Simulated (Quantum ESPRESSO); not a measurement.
AlHf6In, input and log of a self-consistent run

Simulated, not a measurement. The program is pw.x of Quantum ESPRESSO 7.5 (plane-wave density functional theory). The cell is made up: eight metal atoms on a face-centred cubic lattice, with elements, volume, strain and displacements drawn at random and not relaxed, so it may be unstable or far from any real phase. PseudoDojo standard norm-conserving files set the functional (PBE unless stated); there is no spin polarisation or spin-orbit coupling, the Fermi-Dirac width of 0.25 eV means electrons at about 2900 K, and the masses in the input are unused placeholders. Heavy elements are run without spin-orbit coupling, which real alloys of them have. A spin test at this wide smearing found no moment, but such smearing suppresses magnetism that the real alloy may have.

Input:

```
&control calculation='scf', pseudo_dir='./dojo.nc.sr.pbe.v0_5.standard.upf', outdir='./o', disk_io='minimal', tprnfor=.true., tstress=.true. /
&system ibrav=0, nat=8, ntyp=3, nbnd=60, ecutwfc=69.97070942, nosym=.true., tot_charge=0,
 occupations='smearing', smearing='fd', degauss=0.0183746611
/
&electrons conv_thr=1.470e-08, electron_maxstep=70, mixing_beta=0.5 /
ATOMIC_SPECIES
Al 1.0 Al.upf
Hf 1.0 Hf.upf
In 1.0 In.upf
CELL_PARAMETERS angstrom
-0.0087 2.1594 2.1293
-4.3437 2.3056 -2.258
-4.0464 -6.5848 6.5118
ATOMIC_POSITIONS angstrom
Al 0.0398 -0.0434 0.0244
Hf -4.0699 -4.4507 4.3279
Hf -4.2343 -2.1799 2.1105
Hf -4.259 0.0589 -0.1343
Hf -1.9902 -2.2089 4.3226
In -2.0672 -0.0428 2.2198
Hf -2.1283 2.2375 0.0041
Hf -6.2689 -2.1229 4.2779
K_POINTS automatic
8 5 3 1 1 1
```

The log is shortened where brackets say so; the opening notice, blank lines, dates and the lines on written files are dropped, and the path of the files is cut. It prints rydbergs, bohrs and kilobars, and counts compression as positive stress. Its total energy is the free energy E - TS of the whole cell.

```
     Program PWSCF v.7.5
     Parallel version (MPI & OpenMP), running on       4 processor cores
     Number of MPI processes:                 4
     Threads/MPI process:                     1
     [start-up lines left out]
     bravais-lattice index     =            0
     lattice parameter (alat)  =       5.7309  a.u.
     unit-cell volume          =    1090.3696 (a.u.)^3
     number of atoms/cell      =            8
     number of atomic types    =            3
     number of electrons       =        88.00
     number of Kohn-Sham states=           60
     kinetic-energy cutoff     =      69.9707  Ry
     charge density cutoff     =     279.8828  Ry
     scf convergence threshold =      1.5E-08
     mixing beta               =       0.5000
     number of iterations used =            8  plain     mixing
     Exchange-correlation= PBE
                           (   1   4   3   4   0   0   0)
     [axes and pseudopotential details left out]
   Cartesian axes
     site n.     atom                  positions (alat units)
         1        Al     tau(   1) = (   0.0131238  -0.0143109   0.0080458  )
         2        Hf     tau(   2) = (  -1.3420249  -1.4675914   1.4270989  )
         3        Hf     tau(   3) = (  -1.3962348  -0.7188089   0.6959246  )
         4        Hf     tau(   4) = (  -1.4043795   0.0194219  -0.0442846  )
         5        Hf     tau(   5) = (  -0.6562564  -0.7283714   1.4253512  )
         6        In     tau(   6) = (  -0.6816467  -0.0141130   0.7319656  )
         7        Hf     tau(   7) = (  -0.7017941   0.7378021   0.0013520  )
         8        Hf     tau(   8) = (  -2.0671319  -0.7000134   1.4106117  )
     number of k points=    60  Fermi-Dirac smearing, width (Ry)=  0.0184
                       cart. coord. in units 2pi/alat
        k(    1) = (  -0.0831488   0.0309698   0.0572683), wk =   0.0333333
        k(    2) = (   0.0392920   0.1469471  -0.0598482), wk =   0.0333333
     [further k points left out]
     Dense  grid:    86221 G-vectors     FFT dimensions: (  32,  60, 108)
     Estimated max dynamical RAM per process >     300.71 MB
     Estimated total dynamical RAM >       1.11 GB
     Initial potential from superposition of free atoms
     starting charge      87.9826, renormalised to      88.0000
     Starting wfcs are   73 randomized atomic wfcs
     total cpu time spent up to now is       10.0 secs
     per-process dynamical memory:   246.4 Mb
     Self-consistent Calculation
     iteration #  1     ecut=    69.97 Ry     beta= 0.50
     Davidson diagonalization with overlap
     ethr =  1.00E-02,  avg # of iterations =  2.4
     Threshold (ethr) on eigenvalues was too large:
     Diagonalizing with lowered threshold
     Davidson diagonalization with overlap
     ethr =  5.13E-04,  avg # of iterations =  3.6
     total cpu time spent up to now is       51.1 secs
     total energy              =    -814.29472720 Ry
     estimated scf accuracy    <       0.48188078 Ry
     iteration #  2     ecut=    69.97 Ry     beta= 0.50
     Davidson diagonalization with overlap
     ethr =  5.48E-04,  avg # of iterations =  8.8
     total cpu time spent up to now is       83.1 secs
     total energy              =    -813.43189604 Ry
     estimated scf accuracy    <      20.05463962 Ry
     iteration #  3     ecut=    69.97 Ry     beta= 0.50
     Davidson diagonalization with overlap
     ethr =  5.48E-04,  avg # of iterations =  7.2
     total cpu time spent up to now is      108.2 secs
     total energy              =    -814.49912902 Ry
     estimated scf accuracy    <       0.32717848 Ry
     iteration #  4     ecut=    69.97 Ry     beta= 0.50
     Davidson diagonalization with overlap
     ethr =  3.72E-04,  avg # of iterations =  2.0
     total cpu time spent up to now is      124.9 secs
     total energy              =    -814.51863269 Ry
     estimated scf accuracy    <       0.10535555 Ry
     iteration #  5     ecut=    69.97 Ry     beta= 0.50
     Davidson diagonalization with overlap
     ethr =  1.20E-04,  avg # of iterations =  3.6
     total cpu time spent up to now is      145.3 secs
     total energy              =    -814.51146331 Ry
     estimated scf accuracy    <       0.45746190 Ry
     [iterations 6 to 12 left out]
     iteration # 13     ecut=    69.97 Ry     beta= 0.50
     Davidson diagonalization with overlap
     ethr =  1.12E-08,  avg # of iterations =  2.0
     total cpu time spent up to now is      300.5 secs
     total energy              =    -814.53890080 Ry
     estimated scf accuracy    <       0.00002037 Ry
     iteration # 14     ecut=    69.97 Ry     beta= 0.50
     Davidson diagonalization with overlap
     ethr =  1.12E-08,  avg # of iterations =  1.0
     total cpu time spent up to now is      317.1 secs
     total energy              =    -814.53890189 Ry
     estimated scf accuracy    <       0.00000014 Ry
     iteration # 15     ecut=    69.97 Ry     beta= 0.50
     Davidson diagonalization with overlap
     ethr =  1.57E-10,  avg # of iterations =  5.2
     total cpu time spent up to now is      338.0 secs
     total energy              =    -814.53890188 Ry
     estimated scf accuracy    <       0.00000116 Ry
     iteration # 16     ecut=    69.97 Ry     beta= 0.50
     Davidson diagonalization with overlap
     ethr =  1.57E-10,  avg # of iterations =  2.2
     total cpu time spent up to now is      356.0 secs
     total energy              =    -814.53890194 Ry
     estimated scf accuracy    <       0.00000024 Ry
     iteration # 17     ecut=    69.97 Ry     beta= 0.50
     Davidson diagonalization with overlap
     ethr =  1.57E-10,  avg # of iterations =  1.4
     total cpu time spent up to now is      370.7 secs
     End of self-consistent calculation
     [lines on levels left out]
!    total energy              =    -814.53890195 Ry
     estimated scf accuracy    <          6.6E-09 Ry
     smearing contrib. (-TS)   =      -0.11846787 Ry
     internal energy E=F+TS    =    -814.42043408 Ry
     The total energy is F=E-TS. E is the sum of the following terms:
     one-electron contribution =    -181.92158227 Ry
     hartree contribution      =     131.08346934 Ry
     xc contribution           =    -213.87881575 Ry
     ewald contribution        =    -549.70350540 Ry
     convergence has been achieved in  17 iterations
     Forces acting on atoms (cartesian axes, Ry/au):
     atom    1 type  1   force =     0.00410963    0.00744864   -0.00043747
     atom    2 type  2   force =    -0.00127979    0.01407914    0.00760184
     atom    3 type  2   force =     0.00948368    0.00707843    0.01046504
     atom    4 type  2   force =     0.01973193   -0.00305461    0.02457107
     atom    5 type  2   force =    -0.01304997   -0.01557755   -0.00082797
     atom    6 type  3   force =     0.00083923    0.02164181   -0.03567260
     atom    7 type  2   force =    -0.00156175   -0.00340978   -0.01689146
     atom    8 type  2   force =    -0.01827295   -0.02820608    0.01119156
     Total force =     0.072743     Total SCF correction =     0.000221
     Computing stress (Cartesian axis) and pressure
          total   stress  (Ry/bohr**3)                   (kbar)     P=      100.18
   0.00073573   0.00018896  -0.00014071          108.23       27.80      -20.70
   0.00018896   0.00065007   0.00019616           27.80       95.63       28.86
  -0.00014071   0.00019616   0.00065731          -20.70       28.86       96.69
     init_run     :      8.59s CPU      8.86s WALL (       1 calls)
     electrons    :    359.43s CPU    360.71s WALL (       1 calls)
     forces       :      2.94s CPU      2.95s WALL (       1 calls)
     stress       :     11.83s CPU     12.05s WALL (       1 calls)
     [timing details left out]
     PWSCF        :   6m23.95s CPU   6m25.78s WALL
     JOB DONE.
```

In other units: free energy -11082.366 eV for the cell, pressure 10.02 GPa, largest force component 0.917 eV/Å in size. The run took 388 s of wall time with four MPI processes on a shared machine (Intel Xeon, 2023 or later, virtual cores), so the time is rough. A rerun of this cell at a higher cutoff and on a denser mesh moved values by no more than 0.003 eV in energy, 0.09 GPa in stress and 0.006 eV/Å in force, and a second program with other atomic files agreed on that cell to 2 % rms in force and 0.5 GPa in pressure.